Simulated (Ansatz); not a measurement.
Input and command of a plane-wave DFT calculation in Ansatz:

```yaml
crystal:
  lattice:
    - [4.2267001844, 0.0, 0.0]
    - [-2.1133500922, 3.6604297339, 0.0]
    - [0.0, 0.0, 2.7319]
  atoms:
    - { symbol: Li, position: [0.3333333333, 0.6666666667, 0.5] }
    - { symbol: Li, position: [0.6666666667, 0.3333333333, 0.5] }
    - { symbol: Pd, position: [0.0, 0.0, 0.0] }
basis:
  ecutwfc: 420
kpoints:
  mp_grid: { grid: [12, 12, 16] }
hamiltonian:
  xc: lda
scf:
  occupations: { method: gaussian, width: 0.1 }
output:
  forces: true
  stress: true
  eigenvalues: true
  write_density: true
  write_potential: true
  elf: true
  volumetric_format: npy
relax:
  adjacent_minimum: "off"
  f_tol: 0.005
  max_steps: 80
  cell: { stress_tol: 0.05 }
```

```bash
ansatz run input.yaml --threads 1 --pin off --max-ram 3072MiB --backend cpu --events-out ev --progress --plain --runs-dir out
```

Processor: Arm Neoverse V1, 1 thread, on a host shared with other jobs.

Q: How long does it run, and how much memory does it take?

A: About 34 s on 1 thread of Arm Neoverse V1, with other jobs on the host, peak memory 0.39 GiB. It solves 16 bands at 171 k points (the mesh reduced by symmetry) with about 741 plane waves (on the last cell), in 30 SCF iterations over 5 ionic steps.
